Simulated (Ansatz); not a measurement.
BaTiO$_{3}$:
```xyz
5
Lattice="4.0193 0.0000 0.0000 0.0000 4.0193 0.0000 0.0000 0.0000 4.0193" Properties=species:S:1:pos:R:3 pbc="T T T"
Ba     2.0097     2.0097     2.0097
Ti     0.0000     0.0000     0.0000
O      0.0000     2.0097     0.0000
O      2.0097     0.0000     0.0000
O      0.0000     0.0000     2.0097
```

Relaxed with PBE. Special points in fractions of this cell's reciprocal vectors: Γ (0.000, 0.000, 0.000); X (0.000, 0.500, 0.000); M (0.500, 0.500, 0.000); R (0.500, 0.500, 0.500).

Task: List the band energies nearest the valence-band maximum at these points for PBE with spin–orbit coupling in the plane-wave PAW code Ansatz.

Result: In eV from the valence-band maximum; about four levels below and three above (degenerate sets whole), none deeper than 8.9 eV; points with the same levels are listed once.

| k | below | above |
|---|---|---|
| Γ | -0.08 -0.08 -0.08 -0.08 | 1.77 1.77 1.77 1.77 |
| X | -0.70 -0.70 -0.66 -0.66 | 1.90 1.90 3.45 3.45 |
| M | -0.77 -0.77 -0.05 -0.05 | 3.47 3.47 3.49 3.49 |
| R | 0.00 0.00 0.00 0.00 | 4.12 4.12 4.12 4.12 |

Space group Pm-3m (cubic perovskite). This is a known high-temperature phase of the composition, computed here at zero pressure and temperature. The PBE relaxation kept the symmetry of its start. At this level the phase is dynamically unstable (imaginary phonons). No spin polarisation was allowed.

Potentials: the later of the program's two PAW sets.
